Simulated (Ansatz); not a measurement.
Bi3B4P, ordered on the zincblende lattice (I-42m) with 8 atoms a cell, relaxed with r2SCAN. Space group I-42m (No. 121), tetragonal; a = 5.243 Å, c = 10.424 Å in the conventional setting, 17.91 Å³ an atom. Around P lie 4 B at 1.98 Å; around B lie 1 P at 1.98 Å and 3 Bi at 2.35–2.42 Å; around Bi lie 4 B at 2.35 Å; around Bi lie 4 B at 2.42 Å.

```
P B Bi
1.0
    -2.62155    2.62155    5.21184
     2.62155   -2.62155    5.21184
     2.62155    2.62155   -5.21184
P B Bi
1 4 3
Direct
  0.00000 0.00000 0.00000
  0.67182 0.67182 0.57026
  0.89845 0.32818 0.00000
  0.10155 0.10155 0.42974
  0.32818 0.89845 0.00000
  0.25000 0.75000 0.50000
  0.50000 0.50000 0.00000
  0.75000 0.25000 0.50000
```

The questions ask for values computed with the PAW code Ansatz on this geometry. Simulation only: non-magnetic, and no claim that this is the phase found in nature.

Given (8×8×8 mesh): With r2SCAN the valence top lies at Γ and the conduction bottom at Γ–M (0.52 of the way from Γ), 0.61 eV higher; the smallest vertical gap, at Γ, is 0.79 eV.

Task: How does the gap change from r2SCAN to PBE (8×8×8)?

Result: PBE gives an indirect gap of 0.47 eV, from Γ to Γ–M (0.50 of the way from Γ); the least direct gap is 0.63 eV at Γ. The gap differs by -0.14 eV from r2SCAN's.

Task: How does the gap change from r2SCAN to HSE06 (4×4×4)?

Result: HSE06 gives an indirect gap of 0.98 eV, from Γ to Γ–M (0.52 of the way from Γ); the least direct gap is 1.19 eV at Γ. The gap differs by +0.38 eV from r2SCAN's.

Task: What does PBE0 give for the gap (4×4×4 mesh)?

Result: PBE0 gives an indirect gap of 1.61 eV, from Γ to Γ–M (0.52 of the way from Γ); the least direct gap is 1.83 eV at Γ. The gap differs by +1.01 eV from r2SCAN's.

Task: How strongly does the crystal screen a field with clamped ions (r2SCAN)?

Result: The electronic dielectric tensor ε∞ is 14.54 along x and y, 14.18 along z. Born charges, averaged over directions: P +0.17, B -1.02, Bi +1.14 to +1.39 e. The program notes that the ground state's band table doesn't vouch for all the bands that the response reads.

Task: What do these levels agree on?

Result: r2SCAN covers 26 % of the step from PBE to HSE06. Among these functionals the gap stays indirect.

Where an edge lies off the special points, it is a point of the mesh or the k point where a search put PBE's edge or least direct gap, reused for the other functionals, whose own edges may lie a little apart; PBE's own value is read along its path and can be a few hundredths of an eV high.

The meshes of the hybrids are coarse, so their gaps aren't converged to the digits shown.
